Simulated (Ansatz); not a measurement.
SnSe₂ (P-3m1), two-dimensional strain map

The calculation used Ansatz 0.2.0, DFT PBE+D3(BJ), scalar-relativistic, plane waves, PAW. Cutoff 420 eV, Γ-centred 12×12×6 k-points, Gaussian smearing of 0.03 eV. No spin polarisation. Energies are free energies at this smearing, counted from the undisturbed cell; pressure is positive in compression.

The undisturbed cell (relaxed at this level):

```yaml
crystal:
  lattice:
    - [3.83905, 0.00000, 0.00000]
    - [-1.91952, 3.32471, 0.00000]
    - [0.00000, 0.00000, 6.01163]
  atoms:
    - { symbol: Sn, position: [0.00000, 0.00000, 0.00000] }
    - { symbol: Se, position: [0.33333, 0.66667, 0.26515] }
    - { symbol: Se, position: [0.66667, 0.33333, 0.73485] }
```

The cell is strained by p along both x and y and by q along z, fractional coordinates fixed. Points are written (p, q).

p was sampled at -0.050, -0.025, 0.000, 0.025, 0.050 and q at -0.050, -0.025, 0.000, 0.025, 0.050.

Question: Where on the computed points is the energy highest, and how high?

Answer: At (-0.050, -0.050): 145.9 meV/atom.

Question: Away from (0, 0), which computed point is lowest?

Answer: (0.000, 0.025): 5.4 meV/atom.

The map, in meV/atom:

```csv
p \ q,-0.050,-0.025,0.000,0.025,0.050
-0.050,145.9,100.4,70.7,55.7,54.2
-0.025,63.3,33.1,16.5,12.5,20.3
0.000,22.7,5.5,0.0,5.4,20.8
0.025,16.3,10.3,14.1,27.3,49.1
0.050,37.6,41.1,52.9,72.5,99.5
```